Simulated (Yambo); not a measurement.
```xyz
2
Lattice="0.0000 2.4199 2.4199 2.4199 0.0000 2.4199 2.4199 2.4199 0.0000" Properties=species:S:1:pos:R:3 pbc="T T T"
Be     0.0000     0.0000     0.0000
S      1.2100     1.2100     1.2100
```

BeS (zinc blende, space group F-43m, No. 216): mean Im ε in 1 eV windows above the direct gap of 7.56 eV, for different electron-hole kernels (Yambo, broadening 0.15 eV, PBEsol (Quantum ESPRESSO, PseudoDojo norm-conserving, 88 Ry, without SOC) bands; 10×10×10 mesh, 3 valence and 4 conduction bands, static screening with 15 bands and a 4 Ry block, scissor 1.97 eV, Tamm-Dancoff; field along x).

```tsv
window (eV)	independent quasiparticles	BSE
7.6 to 8.6	11	14
8.6 to 9.6	16	7.1
9.6 to 10.6	12	4.4
10.6 to 11.6	4.3	2.7
11.6 to 12.6	4.1	2.6
```

This run doesn't resolve bound excitons or single peaks, so only averages are given, and they too depend on the mesh; weight that the attraction moves below the gap isn't listed. All transitions below 13.09 eV are in the band window. The scissor comes from a G0W0 run whose convergence isn't established.

Geometry relaxed with PBEsol.
